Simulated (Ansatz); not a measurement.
Base run

Ansatz input (lattice in Å, positions in fractions of it; a bare `kind: paw` takes the build's default datasets)
```yaml
crystal:
  lattice:
    - [0.0, 2.265, 2.265]
    - [2.265, 0.0, 2.265]
    - [2.265, 2.265, 0.0]
  atoms:
    - { symbol: Hf, position: [0.0076470234, 0.0076470234, 0.0076470234] }
    - { symbol: "N", position: [0.5, 0.5, 0.5] }
kpoints:
  mp_grid: { grid: [4, 4, 4] }
hamiltonian:
  xc: hse06
  pseudopotentials: { kind: paw }
scf:
  occupations: { method: fermi_dirac, width: 0.1 }
output:
  forces: true
  stress: true
  eigenvalues: true
```

Level of theory: HSE06, plane waves, PAW datasets (generated soft set 1) (Ansatz 0.2.0 development build).

The cutoff used is 420 eV.

The stress includes the program's correction for the finite plane-wave basis.

It gives a pressure of -0.94 GPa and an rms force of 0.706 eV/Å.

Q: What changes with an exchange cutoff ratio of 1?

A: The pressure increases by 0.02 GPa, the forces move by 0.2 meV/Å (rms), and the free energy changes by +43.25 meV/atom.

Q: What changes with an exchange cutoff ratio of 2?

A: The pressure doesn't move by more than 0.01 GPa, the forces move by 0.0 meV/Å (rms), and the free energy changes by +0.27 meV/atom.

Q: What changes with the regularized exchange singularity in place of the Wigner–Seitz cut?

A: The pressure goes down by 0.06 GPa, the forces move by 0.5 meV/Å (rms), and the free energy changes by -1.55 meV/atom.

The k-mesh is coarse, so these values belong to this mesh and can lie far from the converged ones.
